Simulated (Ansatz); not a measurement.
Theory: Ansatz 0.2.0, DFT PBE, scalar-relativistic, plane waves, PAW. All cells share a 420 eV cutoff and Γ-centred k meshes spaced at most about 0.3 Å⁻¹ (about 0.25 or finer for metals, 2π included). No spin polarisation in the final relaxations.

All energies are static (0 K, no zero-point motion).

Compare these two cells of SnSe5, each relaxed at this level.

A.

Space group F-43m (No. 216). a = 8.192 Å, b = 8.192 Å, c = 8.192 Å, α = 90.00°, β = 90.00°, γ = 90.00°
```
atom  site  symmetry       x       y       z
  Sn    4a      -43m  0.0000  0.0000  0.0000
  Se   16e       .3m  0.1226  0.3774  0.8774
  Se    4c      -43m  0.2500  0.2500  0.2500
```

B.

Space group P6/mmm (No. 191). a = 5.604 Å, b = 5.604 Å, c = 5.746 Å, α = 90.00°, β = 90.00°, γ = 120.00°
```json
{"atom": "Sn", "site": "1a", "symmetry": "6/mmm", "x": "0.0000", "y": "0.0000", "z": "0.0000"}
{"atom": "Se", "site": "4h", "symmetry": "3m.", "x": "0.3333", "y": "0.6667", "z": "0.1967"}
{"atom": "Se", "site": "1b", "symmetry": "6/mmm", "x": "0.0000", "y": "0.0000", "z": "0.5000"}
```

Task: Which is lower in energy, and by how much?

Result: B is lower, by 0.32 eV/atom. A has space group F-43m (No. 216), 22.9 Å³/atom and no gap on its mesh; B has space group P6/mmm (No. 191), 26.1 Å³/atom and no gap. Counting Se atoms around Sn (those within 1.25 times the shortest such distance or 1.15 times the sum of covalent radii, 1.27 where that leaves under three; a plus sign parts nearer from farther groups; the shortest distance is added where it exceeds 1.18 times the sum of covalent radii), A has Sn 16 from 3.4 Å and B has Sn 2+12. B holds Se–Se pairs (shortest 2.26 Å); in A the shortest Se–Se distance is 2.84 Å, near bonding range too. The lower one is the more open, so pressure narrows the difference. Even the lower one lies +0.20 eV/atom against the reference forms of the elements (uncorrected), so neither is stable at this level. In A, Sn has 16 Se at 3.40–3.55 Å; around Se on a site of symmetry 3m lie 6 Se at 2.84–2.95 Å, 3 Se at 3.39 Å and 3 Sn at 3.40 Å; around Se on a site of symmetry -43m lie 12 Se at 3.39 Å and 4 Sn at 3.55 Å. In B, around Sn lie 2 Se at 2.87 Å and 12 Se at 3.43 Å; around Se on a site of symmetry 3m lie 1 Se at 2.26 Å, 3 Se at 3.24 Å, 3 Sn at 3.43 Å, 1 Se at 3.49 Å and 3 Se at 3.68 Å; Se on a site of symmetry 6/mmm is surrounded by 2 Sn at 2.87 Å and 12 Se at 3.68 Å. Both come from invented guesses. A third cell relaxed alike, in P-6m2, lies 40 meV/atom below the lower of the two.

A magnetic state wasn't ruled out in cells without spin, among them F-43m. Cells relaxed within their symmetry can be saddle points.
